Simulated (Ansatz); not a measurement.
C (graphite type, space group P6_3/mmc)

```cif
data_C4
_chemical_formula_sum 'C4'
_space_group_name_H-M_alt 'P 1'
_space_group_IT_number 1
_cell_length_a 2.46500
_cell_length_b 2.46500
_cell_length_c 6.73046
_cell_angle_alpha 90.000
_cell_angle_beta 90.000
_cell_angle_gamma 120.000
loop_
_space_group_symop_operation_xyz
  'x, y, z'
loop_
_atom_site_label
_atom_site_type_symbol
_atom_site_fract_x
_atom_site_fract_y
_atom_site_fract_z
_atom_site_occupancy
C1 C 0.00000 0.00000 0.25000 1
C2 C 0.00000 0.00000 0.75000 1
C3 C 0.33333 0.66667 0.25000 1
C4 C 0.66667 0.33333 0.75000 1
```

Equation-of-state scan: isotropic scaling of the cell above, V₀ being its volume. Symmetry pins the atoms to their sites.

The numbers are results of PBE-D3(BJ) (plane waves to 420 eV, PAW, scalar-relativistic; Ansatz, a first-principles code), not measurements. k mesh 15×15×5 (Γ-centred), Fermi-Dirac smearing 0.05 eV. E stands for the smeared free energy. C was relaxed with its symmetry unable to fall. ΔE is measured from the relaxed starting cell.

Q: Predict the ΔE (kJ/mol of atoms) at V/V₀ = 0.872, 0.904, 0.968, 1.096, 1.160.

A: 
```csv
V/V₀,ΔE (kJ/mol of atoms)
0.872,15.9
0.904,8.5
0.968,0.8
1.096,6.2
1.160,15.6
```

(Under strain, the slope of the energy per volume gives the stress and its curvature an elastic modulus.)
